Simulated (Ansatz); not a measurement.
Question: Ti (hcp (Mg type), P6_3/mmc) is relaxed with the program Ansatz at the r²SCAN+D4 level (PAW). What lattice parameters of the conventional cell result?

Answer: a = 2.930 Å, c = 4.633 Å.

The cell was relaxed with r²SCAN+D4 under the symmetry of its start. No spin polarisation was allowed. The pairwise dispersion correction was not fitted to metals. Axis ratios of metals converge slowly with the k-mesh, so a and c are less sure than the volume.

Potentials: the later of the program's two PAW sets.
